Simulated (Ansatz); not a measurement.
Density of states of Li

```
CELL_PARAMETERS angstrom
0.00000 2.20200 2.20200
2.20200 0.00000 2.20200
2.20200 2.20200 0.00000
ATOMIC_POSITIONS crystal
Li 0.00000 0.00000 0.00000
```

Conventional cell: a = 4.404 Å, b = 4.404 Å, c = 4.404 Å, α = 90.00°, β = 90.00°, γ = 90.00°. Li (atom 1) has 12 Li at 3.11 Å as nearest neighbours.

The cell is COD entry 9008473, as deposited and not checked against the literature; nothing was relaxed.

All numbers below come from DFT, PBEsol, all-electron LAPW, scalar-relativistic (Ansatz 0.2.0).

Numerical set-up: a Γ-centred 13×13×13 k mesh, Fermi–Dirac smearing of 0.08 eV, basis error target 0.25 meV/atom, no spin polarisation.

States per eV and cell, averaged over 0.6 eV, from -3.4 to 3.6 eV, with energies (bin centres) from the Fermi level; empty bins are left out. 

```csv
E (eV),total
-3.2,0.11
-2.6,0.21
-2.0,0.27
-1.4,0.32
-0.8,0.38
-0.2,0.48
0.4,0.50
1.0,0.43
1.6,0.39
2.2,0.22
2.8,0.17
3.4,0.72
```
